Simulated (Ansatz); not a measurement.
LaOF:
```
LaOF
1.0
    1.98841     1.14801     6.60943
   -1.98841     1.14801     6.60943
    0.00000    -2.29602     6.60943
La O F
2 2 2
Direct
  0.74234   0.74234   0.74234
  0.25766   0.25766   0.25766
  0.62276   0.62276   0.62276
  0.37724   0.37724   0.37724
  0.87072   0.87072   0.87072
  0.12928   0.12928   0.12928
```

Relaxed with LDA. Special points in fractions of this cell's reciprocal vectors: Γ (0.000, 0.000, 0.000); T (0.500, 0.500, 0.500); H2 (0.813, 0.187, 0.500); H0 (0.500, -0.187, 0.187); L (0.500, 0.000, 0.000); S0 (0.343, -0.343, 0.000); S2 (0.657, 0.000, 0.343); F (0.500, 0.000, 0.500).

Q: List the band energies nearest the valence-band maximum at these points for DFT-LDA in the program Ansatz with PAW potentials.

A: In eV from the valence-band maximum; about four levels below and three above (degenerate sets whole), none deeper than 8.9 eV; points with the same levels are listed once.

```csv
k,below,above
Γ,-1.43 -1.43 -1.43 -1.31 -1.31 -0.54,4.60 5.26 5.38 5.38
T,-1.48 -1.48 -1.37 -1.37 -0.78,4.86 5.38 5.38
H2,-1.16 -1.11 -1.02 -0.01,4.21 4.92 5.23
L,-1.28 -0.65 -0.55 -0.46,4.50 4.95 5.18
S0,-1.19 -1.08 -1.07 0.00,4.19 4.91 5.24
F,-1.19 -0.76 -0.62 -0.48,4.55 5.05 5.11
```

Space group R-3m. The first step of the workflow began from a Materials Project structure, measured or hypothetical; the Crystallography Open Database files this formula in space group No. 166, but the cells were not matched. Whether it is the stable phase at ambient conditions was not checked. The LDA relaxation kept the symmetry of its start; whether a distortion lowers the energy is not shown. Scalar-relativistic: spin–orbit coupling is off unless named, which matters more the heavier the elements.

Potentials: the later of the program's two PAW sets.
